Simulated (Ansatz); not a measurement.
Rh:
```xyz
1
Lattice="0.0000 1.8769 1.8769 1.8769 0.0000 1.8769 1.8769 1.8769 0.0000" Properties=species:S:1:pos:R:3 pbc="T T T"
Rh     0.0000     0.0000     0.0000
```

Relaxed with LDA. Special points in fractions of this cell's reciprocal vectors: Γ (0.000, 0.000, 0.000); X (0.500, 0.000, 0.500); U (0.625, 0.250, 0.625); K (0.375, 0.375, 0.750); L (0.500, 0.500, 0.500); W (0.500, 0.250, 0.750).

### Question
List the band energies nearest the Fermi level at these points for LDA in the plane-wave PAW code Ansatz.

### Answer
In eV from the Fermi level; about four levels below and three above (degenerate sets whole), none deeper than 8.9 eV; … stands for higher levels left out; points with the same levels are listed once.

```tsv
k	below	above
Γ	-8.34 -3.30 -3.30 -3.30	…
X	-6.72 -6.34	0.61 1.07 1.07
U	-5.87 -5.07 -2.20 -0.73	0.41 …
L	-6.50 -3.37 -3.37	0.63 0.63 …
W	-5.34 -4.05 -4.05 -1.29	1.07 …
```

Space group Fm-3m (fcc (Cu type)). The LDA relaxation kept the symmetry of its start. The run is not spin-polarised. Spin–orbit coupling is left out wherever it is not named.

Potentials: the later of the program's two PAW sets.
